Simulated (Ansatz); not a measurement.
PbO$_{2}$:
Space group P4₂/mnm (No. 136); a = b = 4.9863 Å, c = 3.4033 Å, α = β = γ = 90.00°

```
atom  site  symmetry       x       y       z
----  ----  --------  ------  ------  ------
Pb      2a      m.mm  0.0000  0.0000  0.0000
O       4f      m.2m  0.3073  0.3073  0.0000
```

Relaxed with r²SCAN.

Task: Which orbitals make up the states near the Fermi level in the program Ansatz at the r²SCAN level (PAW)?

Result: Within 0.5 eV of the Fermi level: O 2p 96 %. Projections are on Löwdin-orthogonalised atomic valence shells; empty p or d shells of many metals are not among them.

Task: Tabulate the density of states.

Result: States/eV per cell of 6 atoms, in 0.25 eV bins, energy from the Fermi level.

```
E (eV)  total   O 2p  Pb 6s  Pb 6p
------  -----  -----  -----  -----
-7.85    0.93   0.44   0.44   0.01
-7.60    2.06   0.98   0.96   0.04
-7.35    2.13   1.01   0.97   0.04
-7.10    2.08   0.98   0.93   0.04
-6.85    1.72   0.81   0.74   0.03
-6.60    1.32   0.63   0.55   0.02
-6.35    1.03   0.49   0.42   0.02
-6.10    1.01   0.49   0.39   0.02
-5.85    0.86   0.41   0.32   0.02
-5.60    0.74   0.36   0.27   0.02
-5.35    0.51   0.25   0.18   0.01
-5.10    0.38   0.19   0.13   0.01
-4.85    0.29   0.15   0.09   0.01
-4.60    0.47   0.30   0.07   0.06
-4.35    1.50   1.09   0.06   0.29
-4.10    1.82   1.34   0.06   0.34
-3.85    2.69   2.01   0.05   0.52
-3.60    2.96   2.25   0.05   0.55
-3.35    4.14   3.22   0.04   0.73
-3.10    5.04   3.97   0.04   0.84
-2.85    3.37   2.67   0.04   0.51
-2.60    3.49   2.81   0.03   0.48
-2.35    3.34   2.73   0.03   0.41
-2.10    3.33   2.81   0.02   0.32
-1.85    3.42   2.92   0.03   0.30
-1.60    3.42   2.96   0.04   0.24
-1.35    3.63   3.25   0.04   0.16
-1.10    6.77   6.37   0.02   0.14
-0.85    7.79   7.48   0.02   0.07
-0.60   15.48  14.96   0.01   0.06
-0.35    6.80   6.56   0.00   0.03
-0.10    1.24   1.20   0.01   0.01
0.15     0.06   0.05   0.01   0.00
0.40     0.07   0.04   0.02   0.00
0.65     0.09   0.05   0.03   0.00
0.90     0.12   0.06   0.04   0.00
1.15     0.15   0.08   0.05   0.01
1.40     0.19   0.09   0.07   0.01
1.65     0.23   0.11   0.08   0.01
1.90     0.29   0.14   0.10   0.01
2.15     0.35   0.17   0.13   0.02
2.40     0.44   0.21   0.16   0.02
2.65     0.59   0.28   0.22   0.03
2.90     0.71   0.34   0.27   0.03
3.15     0.93   0.45   0.36   0.04
3.40     1.99   0.93   0.81   0.10
3.65     2.11   0.98   0.86   0.12
3.90     1.87   0.88   0.77   0.09
4.15     1.73   0.83   0.73   0.07
4.40     1.57   0.77   0.68   0.05
4.65     1.68   0.85   0.75   0.02
```

Space group P4_2/mnm (rutile). The r²SCAN relaxation kept the symmetry of its start; of distortions, only those at the zone centre were tested. A small band overlap can be real or an error of a semilocal functional. Scalar-relativistic: spin–orbit coupling is off unless named, which matters more the heavier the elements.

Potentials: the later of the program's two PAW sets.
